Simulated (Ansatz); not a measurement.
Ru:
```yaml
crystal:
  lattice:
    - [-1.59827, 1.59827, 1.35291]
    - [1.59827, -1.59827, 1.35291]
    - [1.59827, 1.59827, -1.35291]
  atoms:
    - { symbol: Ru, position: [0.00000, 0.00000, 0.00000], spin: 0.5 }
```

Relaxed with PBEsol. Special points in fractions of this cell's reciprocal vectors: Γ (0.000, 0.000, 0.000); X (0.000, 0.000, 0.500); M (-0.500, 0.500, 0.500); Z (0.429, 0.429, -0.429); Z0 (-0.429, 0.571, 0.429); P (0.250, 0.250, 0.250); N (0.000, 0.500, 0.000).

Q: List the band energies nearest the Fermi level at these points for the program Ansatz at the PBEsol level (PAW).

A: In eV from the Fermi level; about four levels below and three above (degenerate sets whole), none deeper than 8.9 eV; … stands for higher levels left out; points with the same levels are listed once.

```
k                      below           above
---  -----------------------  --------------
Γ ↑  -3.89 -2.04 -2.04 -1.58               …
X ↑  -6.16 -3.21 -1.69 -0.50          0.32 …
M ↑              -6.64 -6.28  1.70 1.70 2.20
Z ↑              -6.36 -5.73  0.55 0.55 1.83
P ↑  -4.24 -4.24 -3.26 -0.24          0.86 …
N ↑        -6.37 -5.15 -0.54     1.59 1.81 …
Γ ↓  -3.68 -1.75 -1.75 -1.29               …
X ↓        -6.00 -2.92 -1.42     0.24 0.45 …
M ↓              -6.13 -6.06  2.04 2.04 2.45
Z ↓              -5.84 -5.52  0.85 0.85 2.08
P ↓        -4.01 -4.01 -3.08     0.52 1.19 …
N ↓              -6.10 -4.93  0.12 1.91 1.92
```

Space group I4/mmm (body-centred tetragonal). The start of the workflow was typed in or built on a structure type; neither database checked (COD, Materials Project) lists it. It is not the phase usual at ambient conditions (space group No. 194). The PBEsol relaxation kept the symmetry of its start; its stability against distortions is not shown here. Magnetic state: ferromagnetic, chosen from 4 collinear starts compared on coarse meshes (ties went to the first, and starts can fall back to one state), not a proven ground state. Spin–orbit coupling is left out wherever it is not named.

Potentials: the later of the program's two PAW sets.
